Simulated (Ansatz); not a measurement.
# Relaxation of CdI2-type CaI₂, step by step

Method: PBEsol, scalar-relativistic; no spin polarisation; PAW, 420 eV, Γ-centred 10×10×6 mesh, 0.05 eV Gaussian smearing; code Ansatz. The datasets are Ansatz's generated set soft_2.

The start was a prototype's sites filled with these elements; the Crystallography Open Database holds the compound in this structure.

```yaml
crystal:
  lattice:
    - [4.4532190511, 0.0, 0.0]
    - [-2.2266095255, 3.8566008268, 0.0]
    - [0.0, 0.0, 7.1839665824]
  atoms:
    - { symbol: Ca, position: [0.0, 0.0, 0.0] }
    - { symbol: I, position: [0.3333333333, 0.6666666667, 0.252] }
    - { symbol: I, position: [0.6666666667, 0.3333333333, 0.748] }
basis:
  ecutwfc: 420
  ecutrho_ratio: 4
kpoints:
  mp_grid: { grid: [10, 10, 6] }
hamiltonian:
  xc: pbesol
scf:
  occupations: { method: gaussian, width: 0.05 }
output:
  forces: true
  stress: true
  eigenvalues: true
relax:
  f_tol: 0.01
  max_steps: 60
  cell: { stress_tol: 0.04 }
```

Launched as:
```sh
ansatz run input.yaml --threads 4 --pin off --max-ram 8192MiB --backend cpu --events-out ev --progress --plain --runs-dir out
```

Positions (Å) and forces (eV/Å) at the first step:

```xyz
3
Lattice="4.453 0.000 0.000 -2.227 3.857 0.000 0.000 0.000 7.184" Properties=species:S:1:pos:R:3:forces:R:3 pbc="T T T"
Ca    0.000    0.000    0.000    0.000    0.000    0.000
I     0.000    2.571    1.810    0.000    0.000   -0.201
I     2.227    1.286    5.374    0.000    0.000    0.201
```

**Question.** Where does the relaxation end?

**Answer.** After 6 further evaluations the energy is 4.1 meV/atom lower and the largest force component 0.001 eV/Å; space group P-3m1.
```xyz
3
Lattice="4.434 0.000 0.000 -2.217 3.840 0.000 0.000 0.000 7.092" Properties=species:S:1:pos:R:3 pbc="T T T"
Ca    0.000    0.000    0.000
I     0.000    2.560    1.761
I     2.217    1.280    5.330
```

The course:

```csv
step,E − E(end) (meV/atom),largest force component (eV/Å),P (GPa),a (Å),b (Å),c (Å),accepted
1,4.11,0.201,-0.78,4.453,4.453,7.184,yes
2,0.50,0.042,-0.01,4.454,4.454,7.174,yes
3,0.08,0.000,-0.08,4.442,4.442,7.156,yes
4,-0.03,0.005,-0.03,4.432,4.432,7.133,yes
5,-0.05,0.002,-0.02,4.433,4.433,7.121,yes
6,-0.08,0.001,0.01,4.434,4.434,7.092,yes
7,0.00,0.001,0.01,4.434,4.434,7.092,yes
```

Late in the path the plane-wave basis is renewed for the changed cell, which shifts energy and pressure at the same geometry (Pulay error), so rows before the renewal hold an offset.

Step 5 in full:

```xyz
3
Lattice="4.433 0.000 0.000 -2.216 3.839 0.000 0.000 0.000 7.121" Properties=species:S:1:pos:R:3:forces:R:3 pbc="T T T"
Ca    0.000    0.000    0.000    0.000    0.000    0.000
I     0.000    2.559    1.763    0.000    0.000   -0.002
I     2.216    1.280    5.357    0.000    0.000    0.002
```

Cost: 27 s on 4 threads of Arm Neoverse V1, with other jobs on the host, peak memory 0.55 GiB.

No spin–orbit coupling, a notable omission for heavy elements. The structure is built of weakly bound layers, and this functional has no dispersion term, so their spacing and all that hangs on it (volume, the soft elastic constants, low modes, dielectric constants) are poorly given.
